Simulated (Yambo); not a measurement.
G0W0@PBEsol for CsVN2 (space group Fd-3m, No. 227) in Yambo. Reference settings: 2×2×2 Γ-centred k mesh, bands 3 to 214 and a 7 Ry block in the screening, 214 bands in G with the Bruneval-Gonze terminator, plasmon pole fitted at 27.2 eV. The PBEsol gap L → Γ on this mesh is 0.56 eV; G0W0 gaps are taken between the same points.

```csv
change from the reference,G0W0 gap L → Γ (eV),shift of the valence edge (eV)
reference settings,1.33,0.15
2 Ry block,1.66,0.42
"58 bands in W, 58 bands in G, 3 Ry block, no terminator",1.58,0.91
"122 bands in W, 122 bands in G, 2 Ry block",1.63,0.50
"122 bands in W, 122 bands in G",1.26,0.32
4×4×4 mesh,1.24,0.14
"84 bands in W, 84 bands in G, 3 Ry block",?,0.59
"122 bands in W, 122 bands in G, 4 Ry block",1.32,0.39
```

Problem. Estimate the withheld gaps from the other rows; the computed values follow.

Solution. 
- 84 bands in W, 84 bands in G, 3 Ry block, G0W0 gap L → Γ (eV): 1.48

The reference isn't shown to be the converged limit.

Geometry of the Materials Project entry, not relaxed at this level; primitive cell a = b = c = 5.9000 Å, α = β = γ = 60.00°.

The structure is a Materials Project entry; no match was found in the copy of COD used, and its stability was not checked.

The runs are not spin-polarised; magnetic order was not tried.

A shift is the quasiparticle energy of the state minus its PBEsol energy.
